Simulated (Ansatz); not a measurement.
**Stability of a relaxed cell of PO2**

Atoms and cell were relaxed at zero pressure (4.2 % in volume from the start). The relaxed cell:

```xyz
12
Lattice="4.7124 0.0000 0.0000 0.0000 4.7124 0.0000 0.0000 0.0000 6.7422" Properties=species:S:1:pos:R:3 pbc="T T T"
P     1.8034    1.8034    0.0000
P     0.5528    4.1596    1.6855
P     2.9090    2.9090    3.3711
P     4.1596    0.5528    5.0566
O     1.4176    1.0001    1.2758
O     1.3561    3.7738    2.9613
O     3.2948    3.7123    4.6469
O     3.3563    0.9386    6.3324
O     3.7738    1.3561    3.7808
O     3.7123    3.2948    2.0953
O     0.9386    3.3563    0.4098
O     1.0001    1.4176    5.4664
```

Space group P4_12_12 (No. 92); conventional cell a = 4.712 Å, b = 4.712 Å, c = 6.742 Å, α = 90.00°, β = 90.00°, γ = 90.00°.

All energies were calculated with Ansatz 0.2.0 (r2SCAN; 500 eV; 6×6×5 Γ-centred mesh; gaussian occupations of width 0.127 eV). Spin: none; no U, no spin-orbit coupling.

Question: Where does it lie against the elements?

Answer: -1.476 eV an atom at 0 K against the elements' lowest computed crystals and the free molecules of gases, with no empirical correction.

Question: Is it stable against splitting into other phases?

Answer: Among the phases that we computed and relaxed alike, the lowest mixture with other formulas is 7 % P + 93 % P2O5 (shares of atoms). The cell lies 501 meV an atom above it, so it would gain by splitting into them.

The start was: a known structure type with other elements put in, at an estimated volume. An invented cell need not be a known compound.

Caveats: differences under 20 meV an atom lie within the error of meshes and cutoff; the relaxation keeps the start's symmetry, so a distorted cell may lie lower; a metal without spin among anions, where moments or a distortion may lower the energy.
